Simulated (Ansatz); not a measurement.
The following input was run with Ansatz 0.2.0.

```yaml
crystal:
  lattice:
    - [0.0, 5.1392081952, 5.1392081952]
    - [5.1392081952, 0.0, 5.1392081952]
    - [5.1392081952, 5.1392081952, 0.0]
  atoms:
    - { symbol: Cs, position: [0.25, 0.25, 0.25] }
    - { symbol: Cs, position: [0.75, 0.75, 0.75] }
    - { symbol: In, position: [0.0, 0.0, 0.0] }
    - { symbol: Ag, position: [0.5, 0.5, 0.5] }
    - { symbol: Cl, position: [0.756142454, 0.243857546, 0.243857546] }
    - { symbol: Cl, position: [0.243857546, 0.756142454, 0.243857546] }
    - { symbol: Cl, position: [0.243857546, 0.756142454, 0.756142454] }
    - { symbol: Cl, position: [0.756142454, 0.243857546, 0.756142454] }
    - { symbol: Cl, position: [0.243857546, 0.243857546, 0.756142454] }
    - { symbol: Cl, position: [0.756142454, 0.756142454, 0.243857546] }
basis:
  ecutwfc: 420
kpoints:
  mp_grid: { grid: [6, 6, 6] }
hamiltonian:
  xc: pbesol
scf:
  occupations: { method: gaussian, width: 0.02 }
output:
  forces: true
  stress: true
  eigenvalues: true
relax:
  adjacent_minimum: "off"
  f_tol: 0.01
  max_steps: 30
```

Command:
```bash
ansatz run input.yaml --threads 2 --pin off --max-ram 5120MiB --backend cpu --events-out ev --progress --plain --runs-dir out
```

The calculation used DFT PBEsol, scalar-relativistic, plane waves, PAW in Ansatz.

Part of what the program printed, abridged:

```
Warning: output.stress: scf.convergence.dr2_threshold = 1e-7 eV (the SCF's general default) is looser than the 1e-9 eV advised for a printed stress (1e-10 eV for each atom of the cell: 10). ...
Pseudopotentials: kind: paw
Pseudopotential: Cs, paw, valence charge 9, recommended cutoff 420 eV (normal)
Pseudopotential: In, paw, valence charge 13, recommended cutoff 420 eV (normal)
Pseudopotential: Ag, paw, valence charge 19, recommended cutoff 420 eV (normal)
Pseudopotential: Cl, paw, valence charge 7, recommended cutoff 420 eV (normal)
Functional definition: PBEsol
Crystal: 10 atoms, lattice volume = 271.468 Å³
Basis set: ecut = 420 eV, 5209 PW (Γ), exchange–correlation on 100×100×100 points (8 copies of the dense FFT grid, shifted against one another)
Bands: 56, of which v1, the nominal top of the filled ones, is band 46 counted from 1 (45 counted from 0)
Symmetry: 48 space group operations
Space group: Fm-3m (ITA 225), of the structure as read, at distance tolerance 6.5e-5 Å
k-points: 16 of 216
Initial density: superposition of atomic densities (neutral atoms: chi_scale 0, normalization atom), corrected by the library's trained network
Initial wavefunctions: pseudopotential atomic-orbital guess
Functional: x = pbesol(κ = 0.804, μ = 0.12345679), c = pbesol(β = 0.046)
SCF iter   1: F=—  HF=-30598.029159 eV  |F-HF|=—  |Δ(HF+E_count)|=         —  Δρ=4.79e-3  dr2=7.94e-2  ethr=1.77e-3  ⟨swp⟩=9.1  Hψ=4082  notcnv=0  defer=6
SCF iter   2: F=—  HF=-30598.008304 eV  |F-HF|=—  |Δ(HF+E_count)|=   2.09e-2  Δρ=1.74e-3  dr2=1.00e-2  ethr=8.63e-5  ⟨swp⟩=2.6  Hψ=1722  notcnv=0  defer=51
SCF iter   3: F=—  HF=-30598.006425 eV  |F-HF|=—  |Δ(HF+E_count)|=   1.88e-3  Δρ=6.44e-4  dr2=9.94e-4  ethr=1.09e-5  ⟨swp⟩=2.0  Hψ=1568  notcnv=0  defer=51
SCF iter   4: F=—  HF=-30598.006340 eV  |F-HF|=—  |Δ(HF+E_count)|=   8.56e-5  Δρ=2.52e-4  dr2=1.39e-4  ethr=1.08e-6  ⟨swp⟩=2.0  Hψ=1565  notcnv=0  defer=51
SCF iter   5: F=—  HF=-30598.006440 eV  |F-HF|=—  |Δ(HF+E_count)|=   1.01e-4  Δρ=3.79e-5  dr2=5.13e-6  ethr=1.51e-7  ⟨swp⟩=2.0  Hψ=1258  notcnv=0  defer=51
SCF iter   6: F=-30598.006449 eV  HF=-30598.006448 eV  |F-HF|=6.97e-7  |Δ(HF+E_count)|=   7.48e-6  Δρ=1.35e-5  dr2=6.67e-7  ethr=2.72e-9  ⟨swp⟩=12.4  Hψ=4375  notcnv=0
SCF 1 converged in 6 iterations: F = -30598.006449 eV  dr2 = 6.67e-7
relax step   1: F+E_penalty+E_count = -30598.00644863 eV  Δ(F+E_penalty+E_count) = +0.000e0 eV  max|allowed force component| = 1.069e-1 eV/Å  Δτ_max = 0.0000 Å  (6 SCF iters, dr2 threshold 2.50e-6 eV, accepted)
Initial density: handed on by an earlier stage of this run
Initial wavefunctions: those handed on with the density
SCF iter   1: F=—  HF=-30598.009889 eV  |F-HF|=—  |Δ(HF+E_count)|=         —  Δρ=6.46e-4  dr2=1.46e-3  ethr=1.41e-6  ⟨swp⟩=2.4  Hψ=2741  notcnv=0  defer=50
SCF iter   2: F=—  HF=-30598.009569 eV  |F-HF|=—  |Δ(HF+E_count)|=   3.20e-4  Δρ=3.04e-4  dr2=9.96e-5  ethr=1.41e-6  ⟨swp⟩=2.0  Hψ=1214  notcnv=0  defer=50
SCF iter   3: F=—  HF=-30598.009396 eV  |F-HF|=—  |Δ(HF+E_count)|=   1.73e-4  Δρ=1.27e-4  dr2=2.39e-5  ethr=1.08e-7  ⟨swp⟩=2.0  Hψ=1577  notcnv=0  defer=50
SCF iter   4: F=—  HF=-30598.009391 eV  |F-HF|=—  |Δ(HF+E_count)|=   5.24e-6  Δρ=2.23e-5  dr2=1.49e-6  ethr=2.60e-8  ⟨swp⟩=2.0  Hψ=1197  notcnv=0  defer=50
SCF iter   5: F=-30598.009390 eV  HF=-30598.009390 eV  |F-HF|=4.26e-8  |Δ(HF+E_count)|=   2.44e-7  Δρ=4.85e-6  dr2=1.60e-7  ethr=7.77e-10  ⟨swp⟩=11.8  Hψ=4099  notcnv=0
SCF 2 converged in 5 iterations: F = -30598.009390 eV  dr2 = 1.60e-7
relax step   2: F+E_penalty+E_count = -30598.00939031 eV  Δ(F+E_penalty+E_count) = -2.942e-3 eV  max|allowed force component| = 2.237e-2 eV/Å  Δτ_max = 0.0117 Å  (5 SCF iters, dr2 threshold 7.15e-7 eV, accepted)
SCF iter   1: F=—  HF=-30598.009687 eV  |F-HF|=—  |Δ(HF+E_count)|=         —  Δρ=1.15e-4  dr2=4.59e-5  ethr=4.82e-7  ⟨swp⟩=2.0  Hψ=1918  notcnv=0  defer=49
SCF iter   2: F=—  HF=-30598.009529 eV  |F-HF|=—  |Δ(HF+E_count)|=   1.58e-4  Δρ=5.39e-5  dr2=2.81e-6  ethr=4.99e-8  ⟨swp⟩=2.0  Hψ=1318  notcnv=0  defer=49
SCF iter   3: F=—  HF=-30598.009528 eV  |F-HF|=—  |Δ(HF+E_count)|=   7.12e-7  Δρ=2.25e-5  dr2=6.03e-7  ethr=3.05e-9  ⟨swp⟩=2.0  Hψ=1582  notcnv=0  defer=49
SCF iter   4: F=-30598.009528 eV  HF=-30598.009528 eV  |F-HF|=5.66e-9  |Δ(HF+E_count)|=   1.17e-7  Δρ=3.75e-6  dr2=2.13e-8  ethr=1.09e-10  ⟨swp⟩=8.4  Hψ=3943  notcnv=0
SCF 3 converged in 4 iterations: F = -30598.009528 eV  dr2 = 2.13e-8
relax step   3: F+E_penalty+E_count = -30598.00952804 eV  Δ(F+E_penalty+E_count) = -1.377e-4 eV  max|allowed force component| = 1.212e-4 eV/Å  Δτ_max = 0.0020 Å  (4 SCF iters, accepted)
SCF converged after 4 iterations
Free energy (F): -30598.009528 eV
Harris-Foulkes:  -30598.009528 eV  (|F-HF|=5.66e-9)
Internal energy: -30598.009528 eV  (E = F + TS)
E sigma→0 (E₀):  -30598.009528 eV
Fermi energy:    5.288803 eV
--- Per-component energies (eV) ---
  E_band       = -629.715422
  E_kinetic    = 2025.910208
  E_local      = -7444.977915  (includes V_loc(G=0)·N_el)
  E_nonlocal   = 693.936543
  E_hartree    = 3080.815349
  E_xc         = -1377.564820
  E_vxc        = -1314.064059  (∫ρ·V_xc dr)
  E_paw        = -21743.748587  (= ΣΔE_a)
  E_vpaw       = -752.151591  (= ΣTr[D̂ρ^β])
  E_aug_tail   = 0.000871  (compensation charges beyond the density's cutoff)
  E_ewald      = -5833.698732
  E_core_change = 1.317554  (= ΣΔE_core)
  E_smearing   =  0.000000  (= −TS)
--- Forces (eV/Å), atoms counted from 1 ---
  atom   1  Cs     0.00000000     0.00000000     0.00000000
  atom   2  Cs     0.00000000     0.00000000     0.00000000
  atom   3  In     0.00000000     0.00000000     0.00000000
  atom   4  Ag     0.00000000     0.00000000     0.00000000
  atom   5  Cl    -0.00012116     0.00000000     0.00000000
  atom   6  Cl     0.00000000    -0.00012116     0.00000000
  atom   7  Cl     0.00012116     0.00000000     0.00000000
  atom   8  Cl     0.00000000     0.00012116     0.00000000
  atom   9  Cl     0.00000000     0.00000000    -0.00012116
  atom  10  Cl     0.00000000     0.00000000     0.00012116
--- Stress (GPa, compression-positive) ---
        1.075720       0.000000       0.000000
        0.000000       1.075720       0.000000
        0.000000       0.000000       1.075720
  P = ⅓ Tr σ = 1.0757 GPa (10.757 kbar)
--- Band table (eV; the first three rows and the last of 16) ---
  k-point 0: bands = ["-84.7885", "-48.3442", "-48.3442", "-48.3442", "-14.9103", "-14.8823", "-9.8903", "-9.8903", "-9.8250", "-9.2310", "-9.2310", "-9.2310", "-8.8560", "-8.8560", "-8.8560", "-8.0533", "-8.0533", "-2.0127", "-2.0127", "-2.0127", "-1.8383", "-1.8383", "-1.8383", "-1.6402", "0.9456", "0.9456", "0.9456", "1.3016", "1.3016", "1.8371", "1.8371", "1.8371", "3.0251", "3.0251", "3.0251", "3.2519", "3.2519", "3.2519", "3.3828", "3.3828", "3.3828", "3.7098", "3.7098", "3.7098", "4.9111", "4.9111", "5.6660", "9.7684", "9.7684", "9.7684", "9.8524", "10.0392", "10.0392", "11.2913", "11.2913", "11.2913"]
  k-point 1: bands = ["-84.7885", "-48.3442", "-48.3442", "-48.3442", "-14.9079", "-14.8837", "-9.8953", "-9.8953", "-9.8008", "-9.2741", "-9.2211", "-9.2211", "-8.8559", "-8.8559", "-8.8558", "-8.0615", "-8.0615", "-1.9852", "-1.9852", "-1.9470", "-1.8309", "-1.8309", "-1.7965", "-1.5252", "0.7531", "0.7764", "0.7764", "1.5682", "1.5682", "1.7900", "1.8488", "1.8488", "2.8693", "2.8693", "2.9620", "3.0646", "3.2868", "3.2868", "3.3397", "3.4263", "3.4263", "3.6093", "3.6093", "3.6598", "4.7348", "4.7348", "6.0652", "9.7003", "10.1159", "10.1159", "10.1213", "10.2463", "10.2463", "11.4455", "11.4590", "11.4590"]
  k-point 2: bands = ["-84.7885", "-48.3442", "-48.3442", "-48.3442", "-14.9017", "-14.8878", "-9.9048", "-9.9048", "-9.7364", "-9.3758", "-9.2015", "-9.2015", "-8.8558", "-8.8558", "-8.8555", "-8.0780", "-8.0780", "-1.9193", "-1.9193", "-1.8260", "-1.8260", "-1.8014", "-1.7135", "-1.2393", "0.3360", "0.6047", "0.6047", "1.7148", "1.8676", "1.8676", "2.0192", "2.0192", "2.4180", "2.6461", "2.6461", "3.1736", "3.2148", "3.2148", "3.2897", "3.3928", "3.3928", "3.5017", "3.5017", "3.5301", "4.4206", "4.4206", "6.8896", "9.2554", "10.7014", "10.7372", "10.7372", "10.9000", "10.9000", "11.3315", "11.9091", "11.9091"]
  k-point 15: bands = ["-84.7885", "-48.3442", "-48.3442", "-48.3442", "-14.8957", "-14.8912", "-9.9780", "-9.8978", "-9.6674", "-9.2748", "-9.2455", "-9.2378", "-8.8556", "-8.8555", "-8.8555", "-8.1816", "-8.0656", "-1.8172", "-1.8094", "-1.7688", "-1.7431", "-1.7272", "-1.6946", "-1.1413", "0.4560", "0.9994", "1.1206", "1.2568", "1.5206", "1.7304", "1.8134", "1.9621", "2.4085", "2.6959", "2.7036", "2.7415", "2.8277", "2.8701", "2.8861", "3.0986", "3.3162", "3.5915", "3.6453", "3.6631", "3.7051", "4.6046", "8.3919", "9.9493", "11.2717", "11.4722", "11.5859", "11.8060", "11.8928", "11.9972", "12.0795", "12.1195"]
--- Relaxed structure (3 steps of the walk, 3 accepted, 0 SCFs on fresh bases) ---
  F+E_penalty+E_count = -30598.00952804 eV   max|allowed force component| = 1.212e-4 eV/Å
  atoms:
    - { symbol: Cs, position: [0.25, 0.25, 0.25] }
    - { symbol: Cs, position: [0.75, 0.75, 0.75] }
    - { symbol: In, position: [0.0, 0.0, 0.0] }
    - { symbol: Ag, position: [0.5, 0.5, 0.5] }
    - { symbol: Cl, position: [0.75520293, 0.24479706, 0.24479706] }
    - { symbol: Cl, position: [0.24479706, 0.75520293, 0.24479706] }
    - { symbol: Cl, position: [0.24479706, 0.75520293, 0.75520293] }
    - { symbol: Cl, position: [0.75520293, 0.24479706, 0.75520293] }
    - { symbol: Cl, position: [0.24479706, 0.24479706, 0.75520293] }
    - { symbol: Cl, position: [0.75520293, 0.75520293, 0.24479706] }
```

The relaxation met its thresholds.

Time: 17 s on 2 threads of Arm Neoverse V2, on a shared host, peak memory 0.7 GiB.